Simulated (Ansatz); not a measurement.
A plane-wave DFT run in Ansatz 0.2.0 (scalar-relativistic PAW potentials unless the input names others): input and command.

```yaml
crystal:
  lattice:
    - [4.1645845864, 0.0, 0.0]
    - [0.0, 4.1645845864, 0.0]
    - [0.0, 0.0, 4.1645845864]
  atoms:
    - { symbol: Bi, position: [0.0, 0.0, 0.0] }
    - { symbol: W, position: [0.0, 0.5, 0.5] }
    - { symbol: W, position: [0.5, 0.0, 0.5] }
    - { symbol: W, position: [0.5, 0.5, 0.0] }
basis:
  ecutwfc: 420
kpoints:
  mp_grid: { grid: [12, 12, 12] }
hamiltonian:
  xc: pbe
  dispersion: d4
scf:
  occupations: { method: gaussian, width: 0.1 }
  convergence: { dr2_threshold: 1.0e-09 }
  algorithm: density_mixing
output:
  forces: true
  eigenvalues: true
  stress: true
relax:
  adjacent_minimum: "off"
  f_tol: 0.01
  max_steps: 80
  cell: { stress_tol: 0.05 }
```

```bash
ansatz run input.yaml --threads 1 --pin off --max-ram 2560MiB --backend cpu --events-out ev --progress --plain --runs-dir out
```

Abridged log:
```
Warning: relax.cell: scf.convergence.dr2_threshold = 1e-9 eV is looser than the 4e-10 eV advised for a relaxation that steers and ends on the stress (1e-10 eV for each atom of the cell: 4). ...
Basis set: ecut = 420 eV, 1365 PW (Γ), exchange–correlation on 60×60×60 points (8 copies of the dense FFT grid, shifted against one another)
Bands: 35, of which v1, the nominal top of the filled ones, is band 29 counted from 1 (28 counted from 0)
Symmetry: 48 space group operations
k-points: 84 of 1728
SCF iter   1: F=—  HF=-43549.173128 eV  |F-HF|=—  |Δ(HF+E_count)|=         —  Δρ=4.25e-3  dr2=1.20e-2  ethr=1.77e-3  ⟨swp⟩=5.6  Hψ=11972  notcnv=0
SCF iter   2: F=—  HF=-43549.171304 eV  |F-HF|=—  |Δ(HF+E_count)|=   1.82e-3  Δρ=2.53e-3  dr2=4.50e-3  ethr=2.10e-5  ⟨swp⟩=1.3  Hψ=3636  notcnv=0
SCF iter   3: F=—  HF=-43549.170355 eV  |F-HF|=—  |Δ(HF+E_count)|=   9.49e-4  Δρ=3.67e-4  dr2=8.27e-5  ethr=7.90e-6  ⟨swp⟩=2.0  Hψ=3785  notcnv=0
SCF iter   4: F=—  HF=-43549.170318 eV  |F-HF|=—  |Δ(HF+E_count)|=   3.65e-5  Δρ=7.13e-5  dr2=3.84e-6  ethr=1.45e-7  ⟨swp⟩=2.2  Hψ=3745  notcnv=0
SCF iter   5: F=—  HF=-43549.170321 eV  |F-HF|=—  |Δ(HF+E_count)|=   2.64e-6  Δρ=1.54e-5  dr2=2.21e-7  ethr=6.74e-9  ⟨swp⟩=2.2  Hψ=3764  notcnv=0
SCF iter   6: F=—  HF=-43549.170321 eV  |F-HF|=—  |Δ(HF+E_count)|=   2.74e-8  Δρ=2.89e-6  dr2=5.03e-9  ethr=3.88e-10  ⟨swp⟩=2.0  Hψ=3979  notcnv=0
SCF iter   7: F=-43549.170321 eV  HF=-43549.170321 eV  |F-HF|=7.42e-10  |Δ(HF+E_count)|=   1.08e-9  Δρ=6.88e-7  dr2=8.58e-10  ethr=1.75e-12  ⟨swp⟩=6.9  Hψ=12177  notcnv=0
SCF 1 converged in 7 iterations: F = -43549.170321 eV  dr2 = 8.58e-10
relax step   1: F+E_penalty+E_count = -43549.17032080 eV  Δ(F+E_penalty+E_count) = +0.000e0 eV  max|allowed force component| = 2.846e-29 eV/Å  Δτ_max = 0.0000 Å  P = -5.240 GPa  Ω = 72.230 Å³  (7 SCF iters, accepted)
Crystal: 4 atoms, lattice volume = 64.077 Å³
Basis set: ecut = 420 eV, 1237 PW (Γ), exchange–correlation on 60×60×60 points (8 copies of the dense FFT grid, shifted against one another)
Initial density: handed on by an earlier stage of this run
Initial wavefunctions: those handed on with the density
SCF iter   1: F=—  HF=-43548.755334 eV  |F-HF|=—  |Δ(HF+E_count)|=         —  Δρ=7.38e-3  dr2=8.72e-2  ethr=1.52e-4  ⟨swp⟩=1.0  Hψ=15273  notcnv=0
   ...
SCF iter   6: F=-43549.200918 eV  HF=-43549.200918 eV  |F-HF|=7.28e-12  |Δ(HF+E_count)|=  5.82e-11  Δρ=2.12e-7  dr2=2.98e-11  ethr=1.08e-12  ⟨swp⟩=2.3  Hψ=10747  notcnv=0
SCF 4 converged in 6 iterations: F = -43549.200918 eV  dr2 = 2.98e-11
relax step   4: F+E_penalty+E_count = -43549.20091817 eV  Δ(F+E_penalty+E_count) = -8.687e-4 eV  max|allowed force component| = 6.916e-29 eV/Å  Δτ_max = 0.0000 Å  P = -0.014 GPa  Ω = 70.448 Å³  energy of the carried Pulay correction = +6.949e-4 eV  (6 SCF iters, accepted)
Initial wavefunctions: pseudopotential atomic-orbital guess (no wavefunctions were taken with the density)
SCF iter   1: F=—  HF=-43549.200225 eV  |F-HF|=—  |Δ(HF+E_count)|=         —  Δρ=5.81e-5  dr2=3.61e-7  ethr=4.79e-9  ⟨swp⟩=4.3  Hψ=22187  notcnv=0
SCF iter   2: F=—  HF=-43549.200211 eV  |F-HF|=—  |Δ(HF+E_count)|=   1.43e-5  Δρ=3.09e-5  dr2=9.82e-8  ethr=6.34e-10  ⟨swp⟩=2.0  Hψ=5148  notcnv=0
SCF iter   3: F=-43549.200211 eV  HF=-43549.200211 eV  |F-HF|=2.04e-10  |Δ(HF+E_count)|=   4.16e-8  Δρ=1.88e-6  dr2=6.30e-10  ethr=1.72e-10  ⟨swp⟩=2.9  Hψ=5490  notcnv=0
SCF iter   4: F=-43549.200211 eV  HF=-43549.200211 eV  |F-HF|=0.00e0  |Δ(HF+E_count)|=  3.20e-10  Δρ=2.89e-7  dr2=3.41e-11  ethr=1.10e-12  ⟨swp⟩=2.0  Hψ=3431  notcnv=0
SCF iter   5: F=-43549.200211 eV  HF=-43549.200211 eV  |F-HF|=0.00e0  |Δ(HF+E_count)|=  7.28e-12  Δρ=3.09e-8  dr2=4.84e-13  ethr=1.00e-12  ⟨swp⟩=1.0  Hψ=2940  notcnv=0
SCF iter   6: F=-43549.200211 eV  HF=-43549.200211 eV  |F-HF|=7.28e-12  |Δ(HF+E_count)|=    0.00e0  Δρ=7.77e-9  dr2=3.87e-14  ethr=1.00e-12  ⟨swp⟩=1.0  Hψ=2940  notcnv=0
SCF iter   7: F=-43549.200211 eV  HF=-43549.200211 eV  |F-HF|=7.28e-12  |Δ(HF+E_count)|=    0.00e0  Δρ=2.01e-9  dr2=4.08e-15  ethr=1.00e-12  ⟨swp⟩=1.0  Hψ=6216  notcnv=0
SCF 5 converged in 7 iterations: F = -43549.200211 eV  dr2 = 4.08e-15
SCF converged after 7 iterations
Free energy (F): -43549.200211 eV
Harris-Foulkes:  -43549.200211 eV  (|F-HF|=7.28e-12)
Internal energy: -43549.174769 eV  (E = F + TS)
E sigma→0 (E₀):  -43549.187490 eV
Entropy (-TS):   -0.025443 eV (-6.361 meV/atom)
Fermi energy:    21.372522 eV
  E_disp       = -2.812562  (pairwise vdW)
--- Forces (eV/Å), atoms counted from 1 ---
  atom   1  Bi     0.00000000     0.00000000     0.00000000
  atom   2  W      0.00000000     0.00000000     0.00000000
  atom   3  W      0.00000000     0.00000000     0.00000000
  atom   4  W      0.00000000     0.00000000     0.00000000
--- Stress (GPa, compression-positive) ---
       -0.013020       0.000000       0.000000
        0.000000      -0.013020       0.000000
        0.000000       0.000000      -0.013020
  P = ⅓ Tr σ = -0.0130 GPa (-0.130 kbar)
--- Relaxed structure (4 steps of the walk, 3 accepted, 1 SCFs on fresh bases) ---
  F+E_penalty+E_count = -43549.20021113 eV   max|allowed force component| = 8.020e-29 eV/Å   (the final SCF, on the basis selected at the relaxed cell)
  cell:  # Å, volume = 70.4476 Å³
    - [4.13005173, 0.0, 0.0]
    - [0.0, 4.13005173, 0.0]
    - [0.0, 0.0, 4.13005173]
  atoms:
    - { symbol: Bi, position: [0.0, 0.0, 0.0] }
    - { symbol: W, position: [0.0, 0.50000000, 0.50000000] }
    - { symbol: W, position: [0.50000000, 0.0, 0.50000000] }
    - { symbol: W, position: [0.50000000, 0.50000000, 0.0] }
```

Apart from outputs and empty bands, the input differs from a reference run on usual settings in scf.convergence.dr2_threshold: not typed → 1e-09; hamiltonian.dispersion: not typed → "d4"; scf.algorithm: not typed → "density_mixing". The reference, at the same start, ended its own course with a relaxed volume of 18.10 Å³/atom, pressure -0.01 GPa, largest force 0.000 eV/Å, no gap on the mesh. This run converged in 34 SCF iterations over all its steps (reference: 26) with an energy at zero smearing 694 meV/atom below the reference's (the Hamiltonian itself differs), a relaxed volume of 17.61 Å³/atom, pressure -0.01 GPa, largest force 0.000 eV/Å, no gap on the mesh.

It took 55 s on 1 thread of Arm Neoverse V2 (shared host), peak memory 0.45 GiB.